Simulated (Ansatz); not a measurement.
WS$_{2}$:
```yaml
crystal:
  lattice:
    - [0.00000, 2.93538, 2.93538]
    - [2.93538, 0.00000, 2.93538]
    - [2.93538, 2.93538, 0.00000]
  atoms:
    - { symbol: W, position: [0.00000, 0.00000, 0.00000] }
    - { symbol: S, position: [0.25000, 0.25000, 0.25000] }
    - { symbol: S, position: [0.75000, 0.75000, 0.75000] }
```

Relaxed with PBE. Special points in fractions of this cell's reciprocal vectors: Γ (0.000, 0.000, 0.000); X (0.500, 0.000, 0.500); U (0.625, 0.250, 0.625); K (0.375, 0.375, 0.750); L (0.500, 0.500, 0.500); W (0.500, 0.250, 0.750).

**Question.** List the band energies nearest the Fermi level at these points for DFT-PBE in the program Ansatz with PAW potentials.

**Answer.** In eV from the Fermi level; about four levels below and three above (degenerate sets whole), none deeper than 8.9 eV; points with the same levels are listed once.

```tsv
k	below	above
Γ	-1.01 -1.01 -0.80 -0.80 -0.80	4.62 4.62 4.62
X	-5.41 -5.41 -2.71 -2.71 -1.24	0.26 0.69 2.15
U	-3.48 -2.52 -0.31 -0.04	0.38 2.19 3.25
L	-3.28 -3.28 -0.41 -0.41	1.96 4.55 4.55
W	-4.06 -4.06 -2.63 -0.16	0.33 0.50 2.33 2.33
```

Space group Fm-3m (fluorite). The cell is a constructed one: a structure type filled with these elements; neither database checked (COD, Materials Project) lists it. It is not the phase usual at ambient conditions (space group No. 194). Symmetry was held in the PBE relaxation; its stability against distortions is not shown here. No spin polarisation was allowed. Scalar-relativistic: spin–orbit coupling is off unless named, which matters more the heavier the elements.

Potentials: the later of the program's two PAW sets.
